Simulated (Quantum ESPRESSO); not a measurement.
Ga5Al2MgP7Se, finding a planted mistake in a log

Simulated, not a measurement. The program is pw.x of Quantum ESPRESSO 7.5 (plane-wave density functional theory). The cell is made up: 16 atoms on a doubled zincblende/diamond lattice, with randomly drawn elements, strain and displacements, not relaxed. PseudoDojo standard norm-conserving files (v0.5 for PBE, v0.4.1 for LDA and PBEsol) set the functional; there is no spin polarisation, spin-orbit coupling or dispersion term, and the masses in the input are unused placeholders.

Intended input:

```
&control calculation='scf', pseudo_dir='./dojo.nc.sr.pbe.v0_5.standard.upf', outdir='./o', disk_io='medium', tprnfor=.true., tstress=.true. /
&system ibrav=0, nat=16, ntyp=5, nbnd=72, ecutwfc=85.99341389, nosym=.true., tot_charge=0,
 occupations='smearing', smearing='fd', degauss=0.0018374661
/
&electrons conv_thr=7.350e-09, electron_maxstep=60, /
ATOMIC_SPECIES
Al 1.0 Al.upf
Ga 1.0 Ga.upf
Mg 1.0 Mg.upf
P 1.0 P.upf
Se 1.0 Se.upf
CELL_PARAMETERS angstrom
5.4085 0.0 0.0
0.0 5.4085 0.0
0.0 0.0 10.8169
ATOMIC_POSITIONS angstrom
Ga -0.0661 0.0382 -0.114
Al -0.0346 2.643 2.7273
Ga 2.7049 0.0113 2.6839
Ga 2.6645 2.6981 0.0243
Al 0.1092 0.0179 5.4295
Ga 0.0296 2.7896 8.1956
Ga 2.6745 -0.074 8.209
Mg 2.6984 2.5797 5.4278
P 1.3335 1.4109 1.3238
Se 1.3635 4.0691 4.0332
P 4.0636 1.3363 4.0666
P 4.1833 3.9652 1.3334
P 1.3498 1.3002 6.6387
P 1.2951 4.0088 9.4443
P 4.0848 1.3697 9.449
P 4.025 4.1171 6.7721
K_POINTS automatic
4 4 2 1 1 1
```

The log is shortened where brackets say so; the opening notice, blank lines, dates and the lines on written files are dropped, and the path of the files is cut. It prints rydbergs, bohrs and kilobars, and counts compression as positive stress. Where no state is partly filled, the Fermi energy that it prints is only some level between the filled and the empty states on the mesh, and need not lie in the true gap.

Log of the intended run:

```
     Program PWSCF v.7.5
     Parallel version (MPI & OpenMP), running on       1 processor cores
     Number of MPI processes:                 1
     Threads/MPI process:                     1
     [start-up lines left out]
     bravais-lattice index     =            0
     lattice parameter (alat)  =      10.2206  a.u.
     unit-cell volume          =    2135.2714 (a.u.)^3
     number of atoms/cell      =           16
     number of atomic types    =            5
     number of electrons       =       132.00
     number of Kohn-Sham states=           72
     kinetic-energy cutoff     =      85.9934  Ry
     charge density cutoff     =     343.9737  Ry
     scf convergence threshold =      7.3E-09
     mixing beta               =       0.7000
     number of iterations used =            8  plain     mixing
     Exchange-correlation= PBE
                           (   1   4   3   4   0   0   0)
     [axes and pseudopotential details left out]
   Cartesian axes
     site n.     atom                  positions (alat units)
         1        Ga     tau(   1) = (  -0.0122215   0.0070630  -0.0210779  )
         2        Al     tau(   2) = (  -0.0063973   0.4886752   0.5042618  )
         3        Ga     tau(   3) = (   0.5001202   0.0020893   0.4962374  )
         4        Ga     tau(   4) = (   0.4926505   0.4988629   0.0044929  )
         5        Al     tau(   5) = (   0.0201904   0.0033096   1.0038828  )
         6        Ga     tau(   6) = (   0.0054729   0.5157807   1.5153185  )
         7        Ga     tau(   7) = (   0.4944994  -0.0136822   1.5177961  )
         8        Mg     tau(   8) = (   0.4989184   0.4769714   1.0035685  )
         9        P      tau(   9) = (   0.2465563   0.2608672   0.2447629  )
        10        Se     tau(  10) = (   0.2521032   0.7523528   0.7457151  )
        11        P      tau(  11) = (   0.7513359   0.2470741   0.7518905  )
        12        P      tau(  12) = (   0.7734677   0.7331423   0.2465379  )
        13        P      tau(  13) = (   0.2495701   0.2403994   1.2274568  )
        14        P      tau(  14) = (   0.2394564   0.7412037   1.7461958  )
        15        P      tau(  15) = (   0.7552556   0.2532495   1.7470648  )
        16        P      tau(  16) = (   0.7441989   0.7612277   1.2521217  )
     number of k points=    16  Fermi-Dirac smearing, width (Ry)=  0.0018
                       cart. coord. in units 2pi/alat
        k(    1) = (   0.1250000   0.1250000   0.1250012), wk =   0.1250000
        k(    2) = (   0.1250000   0.1250000  -0.1250012), wk =   0.1250000
     [further k points left out]
     Dense  grid:   230189 G-vectors     FFT dimensions: (  64,  64, 125)
     Estimated max dynamical RAM per process >     447.59 MB
     Initial potential from superposition of free atoms
     starting charge     131.9799, renormalised to     132.0000
     Starting wfcs are   95 randomized atomic wfcs
     total cpu time spent up to now is       25.6 secs
     per-process dynamical memory:   270.7 Mb
     Self-consistent Calculation
     iteration #  1     ecut=    85.99 Ry     beta= 0.70
     Davidson diagonalization with overlap
     ethr =  1.00E-02,  avg # of iterations =  4.2
     Threshold (ethr) on eigenvalues was too large:
     Diagonalizing with lowered threshold
     Davidson diagonalization with overlap
     ethr =  6.05E-04,  avg # of iterations =  1.9
     total cpu time spent up to now is      144.7 secs
     total energy              =   -1232.40067248 Ry
     estimated scf accuracy    <       0.81283071 Ry
     iteration #  2     ecut=    85.99 Ry     beta= 0.70
     Davidson diagonalization with overlap
     ethr =  6.16E-04,  avg # of iterations =  5.9
     total cpu time spent up to now is      210.5 secs
     total energy              =   -1232.47117792 Ry
     estimated scf accuracy    <       0.56424341 Ry
     [iterations 3 to 12 left out]
     iteration # 13     ecut=    85.99 Ry     beta= 0.70
     Davidson diagonalization with overlap
     ethr =  4.01E-11,  avg # of iterations =  4.0
     total cpu time spent up to now is      872.3 secs
     total energy              =   -1232.65465943 Ry
     estimated scf accuracy    <          8.4E-09 Ry
     iteration # 14     ecut=    85.99 Ry     beta= 0.70
     Davidson diagonalization with overlap
     ethr =  6.39E-12,  avg # of iterations =  2.0
     total cpu time spent up to now is      918.7 secs
     End of self-consistent calculation
     [lines on levels left out]
     the Fermi energy is     8.1752 ev
!    total energy              =   -1232.65465943 Ry
     estimated scf accuracy    <          2.6E-09 Ry
     smearing contrib. (-TS)   =      -0.00000000 Ry
     internal energy E=F+TS    =   -1232.65465943 Ry
     The total energy is F=E-TS. E is the sum of the following terms:
     one-electron contribution =    -690.55565538 Ry
     hartree contribution      =     423.17685970 Ry
     xc contribution           =    -307.54110304 Ry
     ewald contribution        =    -657.73476071 Ry
     convergence has been achieved in  14 iterations
     Forces acting on atoms (cartesian axes, Ry/au):
     atom    1 type  2   force =     0.02798329   -0.01931728    0.04480024
     atom    2 type  1   force =    -0.00497845   -0.02218174   -0.00954968
     atom    3 type  2   force =     0.05465398    0.02718770   -0.05540978
     atom    4 type  2   force =     0.03361369    0.00915211   -0.01534369
     atom    5 type  1   force =    -0.10389332   -0.00858748    0.01280587
     atom    6 type  2   force =    -0.04770360   -0.05399165   -0.10207919
     atom    7 type  2   force =     0.01022993    0.03692772   -0.04897004
     atom    8 type  3   force =     0.04403502    0.05015097    0.01402210
     atom    9 type  4   force =    -0.00623365   -0.04592339    0.01182535
     atom   10 type  5   force =    -0.01288019   -0.02181846   -0.01162552
     atom   11 type  4   force =     0.03724537   -0.04507770   -0.02690024
     atom   12 type  4   force =    -0.05455556    0.04520504   -0.00701287
     atom   13 type  4   force =    -0.01280730    0.00179382    0.13399671
     atom   14 type  4   force =     0.05081644    0.03690102    0.06496218
     atom   15 type  4   force =    -0.05150701    0.01987867   -0.00905670
     atom   16 type  4   force =     0.03598137   -0.01029936    0.00353527
     Total force =     0.300471     Total SCF correction =     0.000259
     Computing stress (Cartesian axis) and pressure
          total   stress  (Ry/bohr**3)                   (kbar)     P=       89.31
   0.00060886   0.00016227  -0.00003939           89.57       23.87       -5.79
   0.00016227   0.00062716  -0.00000220           23.87       92.26       -0.32
  -0.00003939  -0.00000220   0.00058524           -5.79       -0.32       86.09
     init_run     :     24.27s CPU     25.49s WALL (       1 calls)
     electrons    :    860.36s CPU    893.13s WALL (       1 calls)
     forces       :      9.26s CPU      9.45s WALL (       1 calls)
     stress       :     35.65s CPU     36.85s WALL (       1 calls)
     [timing details left out]
     PWSCF        :  15m29.76s CPU  16m 5.41s WALL
     JOB DONE.
```

A second run was made from an input with one planted mistake. Its log:

```
     Program PWSCF v.7.5
     Parallel version (MPI & OpenMP), running on       4 processor cores
     Number of MPI processes:                 4
     Threads/MPI process:                     1
     [start-up lines left out]
     bravais-lattice index     =            0
     lattice parameter (alat)  =      10.0172  a.u.
     unit-cell volume          =    2010.3295 (a.u.)^3
     number of atoms/cell      =           16
     number of atomic types    =            5
     number of electrons       =       132.00
     number of Kohn-Sham states=           72
     kinetic-energy cutoff     =      85.9934  Ry
     charge density cutoff     =     343.9737  Ry
     scf convergence threshold =      7.3E-09
     mixing beta               =       0.7000
     number of iterations used =            8  plain     mixing
     Exchange-correlation= PBE
                           (   1   4   3   4   0   0   0)
     [axes and pseudopotential details left out]
   Cartesian axes
     site n.     atom                  positions (alat units)
         1        Ga     tau(   1) = (  -0.0122243   0.0070554  -0.0210719  )
         2        Al     tau(   2) = (  -0.0063951   0.4886717   0.5042540  )
         3        Ga     tau(   3) = (   0.5001226   0.0020940   0.4962365  )
         4        Ga     tau(   4) = (   0.4926522   0.4988587   0.0044898  )
         5        Al     tau(   5) = (   0.0201853   0.0033013   1.0038861  )
         6        Ga     tau(   6) = (   0.0054708   0.5157803   1.5153087  )
         7        Ga     tau(   7) = (   0.4945009  -0.0136769   1.5177800  )
         8        Mg     tau(   8) = (   0.4989153   0.4769756   1.0035654  )
         9        P      tau(   9) = (   0.2465619   0.2608614   0.2447698  )
        10        Se     tau(  10) = (   0.2521081   0.7523439   0.7457036  )
        11        P      tau(  11) = (   0.7513252   0.2470713   0.7518912  )
        12        P      tau(  12) = (   0.7734724   0.7331397   0.2465430  )
        13        P      tau(  13) = (   0.2495614   0.2403931   1.2274519  )
        14        P      tau(  14) = (   0.2394499   0.7411949   1.7461940  )
        15        P      tau(  15) = (   0.7552491   0.2532400   1.7470618  )
        16        P      tau(  16) = (   0.7441944   0.7612292   1.2521081  )
     number of k points=    16  Fermi-Dirac smearing, width (Ry)=  0.0018
                       cart. coord. in units 2pi/alat
        k(    1) = (   0.1250000   0.1250000   0.1250024), wk =   0.1250000
        k(    2) = (   0.1250000   0.1250000  -0.1250024), wk =   0.1250000
     [further k points left out]
     Dense  grid:   216731 G-vectors     FFT dimensions: (  60,  60, 120)
     Estimated max dynamical RAM per process >     537.45 MB
     Estimated total dynamical RAM >       1.94 GB
     Initial potential from superposition of free atoms
     starting charge     131.9799, renormalised to     132.0000
     Starting wfcs are   95 randomized atomic wfcs
     total cpu time spent up to now is       12.0 secs
     per-process dynamical memory:   366.8 Mb
     Self-consistent Calculation
     iteration #  1     ecut=    85.99 Ry     beta= 0.70
     Davidson diagonalization with overlap
     ethr =  1.00E-02,  avg # of iterations =  4.0
     Threshold (ethr) on eigenvalues was too large:
     Diagonalizing with lowered threshold
     Davidson diagonalization with overlap
     ethr =  6.22E-04,  avg # of iterations =  1.9
     total cpu time spent up to now is       56.6 secs
     total energy              =   -1232.29572698 Ry
     estimated scf accuracy    <       0.83985237 Ry
     iteration #  2     ecut=    85.99 Ry     beta= 0.70
     Davidson diagonalization with overlap
     ethr =  6.36E-04,  avg # of iterations =  6.8
     total cpu time spent up to now is       78.3 secs
     total energy              =   -1232.36886691 Ry
     estimated scf accuracy    <       0.53726654 Ry
     [iterations 3 to 11 left out]
     iteration # 12     ecut=    85.99 Ry     beta= 0.70
     Davidson diagonalization with overlap
     ethr =  1.77E-10,  avg # of iterations =  3.0
     total cpu time spent up to now is      301.3 secs
     total energy              =   -1232.54964082 Ry
     estimated scf accuracy    <       0.00000006 Ry
     iteration # 13     ecut=    85.99 Ry     beta= 0.70
     Davidson diagonalization with overlap
     ethr =  4.83E-11,  avg # of iterations =  4.0
     total cpu time spent up to now is      328.1 secs
     End of self-consistent calculation
     [lines on levels left out]
     the Fermi energy is     9.0098 ev
!    total energy              =   -1232.54964083 Ry
     estimated scf accuracy    <          6.1E-09 Ry
     smearing contrib. (-TS)   =      -0.00000000 Ry
     internal energy E=F+TS    =   -1232.54964083 Ry
     The total energy is F=E-TS. E is the sum of the following terms:
     one-electron contribution =    -669.48583732 Ry
     hartree contribution      =     416.07012090 Ry
     xc contribution           =    -308.04609455 Ry
     ewald contribution        =    -671.08782987 Ry
     convergence has been achieved in  13 iterations
     Forces acting on atoms (cartesian axes, Ry/au):
     atom    1 type  2   force =     0.03317701   -0.02214015    0.05206586
     atom    2 type  1   force =    -0.00298809   -0.02383252   -0.00628915
     atom    3 type  2   force =     0.05949419    0.02807571   -0.06306768
     atom    4 type  2   force =     0.03766675    0.01234311   -0.01868392
     atom    5 type  1   force =    -0.11715725   -0.01397483    0.00981399
     atom    6 type  2   force =    -0.05266519   -0.06374244   -0.11583190
     atom    7 type  2   force =     0.00927263    0.04381704   -0.05089811
     atom    8 type  3   force =     0.04896079    0.05893293    0.01331865
     atom    9 type  4   force =    -0.00798875   -0.05351884    0.01215693
     atom   10 type  5   force =    -0.01153669   -0.02768677   -0.01154317
     atom   11 type  4   force =     0.03888409   -0.05076845   -0.02693644
     atom   12 type  4   force =    -0.05923181    0.05163588   -0.00880619
     atom   13 type  4   force =    -0.01234622    0.00613565    0.15401532
     atom   14 type  4   force =     0.05750239    0.04166314    0.07482919
     atom   15 type  4   force =    -0.05904717    0.02505059   -0.01406016
     atom   16 type  4   force =     0.03800332   -0.01199005   -0.00008323
     Total force =     0.340129     Total SCF correction =     0.000400
     Computing stress (Cartesian axis) and pressure
          total   stress  (Ry/bohr**3)                   (kbar)     P=      161.38
   0.00110011   0.00020511  -0.00004554          161.83       30.17       -6.70
   0.00020511   0.00111898  -0.00000949           30.17      164.61       -1.40
  -0.00004554  -0.00000949   0.00107203           -6.70       -1.40      157.70
     init_run     :      9.42s CPU     10.03s WALL (       1 calls)
     electrons    :    308.74s CPU    316.34s WALL (       1 calls)
     forces       :      6.94s CPU      7.13s WALL (       1 calls)
     stress       :     21.79s CPU     22.30s WALL (       1 calls)
     [timing details left out]
     PWSCF        :   5m48.96s CPU   5m58.03s WALL
     JOB DONE.
```

Question: what was wrong in the second input?

Answer: the cell and the positions are scaled by a wrong factor. The input lines that differ, file-writing options aside:

```
- 5.4085 0.0 0.0
+ 5.3009 0.0 0.0
- 0.0 5.4085 0.0
+ 0.0 5.3009 0.0
- 0.0 0.0 10.8169
+ 0.0 0.0 10.6016
- Ga -0.0661 0.0382 -0.114
+ Ga -0.0648 0.0374 -0.1117
- Al -0.0346 2.643 2.7273
+ Al -0.0339 2.5904 2.673
- Ga 2.7049 0.0113 2.6839
+ Ga 2.6511 0.0111 2.6305
- Ga 2.6645 2.6981 0.0243
+ Ga 2.6115 2.6444 0.0238
- Al 0.1092 0.0179 5.4295
+ Al 0.107 0.0175 5.3215
- Ga 0.0296 2.7896 8.1956
+ Ga 0.029 2.7341 8.0325
- Ga 2.6745 -0.074 8.209
+ Ga 2.6213 -0.0725 8.0456
- Mg 2.6984 2.5797 5.4278
+ Mg 2.6447 2.5284 5.3198
- P 1.3335 1.4109 1.3238
+ P 1.307 1.3828 1.2975
- Se 1.3635 4.0691 4.0332
+ Se 1.3364 3.9881 3.9529
- P 4.0636 1.3363 4.0666
+ P 3.9827 1.3097 3.9857
- P 4.1833 3.9652 1.3334
+ P 4.1001 3.8863 1.3069
- P 1.3498 1.3002 6.6387
+ P 1.3229 1.2743 6.5066
- P 1.2951 4.0088 9.4443
+ P 1.2693 3.929 9.2564
- P 4.0848 1.3697 9.449
+ P 4.0035 1.3424 9.261
- P 4.025 4.1171 6.7721
+ P 3.9449 4.0352 6.6373
```

|  | intended run | run with the mistake |
| --- | --- | --- |
| free energy (eV) | -16771.121 | -16769.692 |
| smearing term -TS (eV) | 0.0000 | 0.0000 |
| pressure (GPa) | 8.93 | 16.14 |
| largest force component (eV/Å) | 3.445 | 3.960 |
| largest change of a force component (eV/Å) |  | 0.515 |
| iterations | 14 | 13 |

For scale, a rerun of the intended cell at a cutoff of 1467 eV and k mesh 6 x 6 x 4 moved values by no more than 0.015 eV in energy, 0.02 GPa in stress and 0.004 eV/Å in force.